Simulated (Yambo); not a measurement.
A G0W0@PBEsol run in Yambo for CdSe (zinc blende, space group F-43m, No. 216) under isotropic strain of +1 % on all lattice vectors (4×4×4 Γ-centred k mesh, bands 10 to 113 and a 8 Ry block in the screening, 113 bands in G with the Bruneval-Gonze terminator, plasmon pole fitted at 27.2 eV) gives these matrix elements, in eV, at the band edges (Γ → Γ):

```tsv
state	E0	<Vxc>	<Σx>	<Σc(E0)>	Z
valence edge	0.000	-15.387	-18.912	2.049	0.788
conduction edge	0.422	-11.674	-8.188	-3.292	0.810
```

### Question
Solve the linearised quasiparticle equation for both states, give the gap, and say how exchange and correlation each act on it.

### Answer
E = E0 + Z(Σx + Σc − Vxc). Valence: 0.000 + 0.788 × (-18.912 + (2.049) − (-15.387)) = -1.16 eV. Conduction: 0.422 + 0.810 × (-8.188 + (-3.292) − (-11.674)) = 0.58 eV. The gap is 1.74 eV, against 0.42 eV in PBEsol. Replacing Vxc by bare exchange alone would open it by 7.01 eV; correlation takes back 5.34 eV of that, and Z scales what is left. Convergence of the G0W0 settings was not tested. Spin-orbit splittings are left out.

The standard potential for Se keeps a d shell in the valence without the s and p states of that shell. In tests on such compounds this moved G0W0 gaps by up to about 0.9 eV, so absolute quasiparticle energies here are unreliable; differences between settings are what counts.

Geometry strained from the cell relaxed with PBEsol, atoms relaxed again; primitive cell a = b = c = 4.344 Å, α = β = γ = 60.00°.
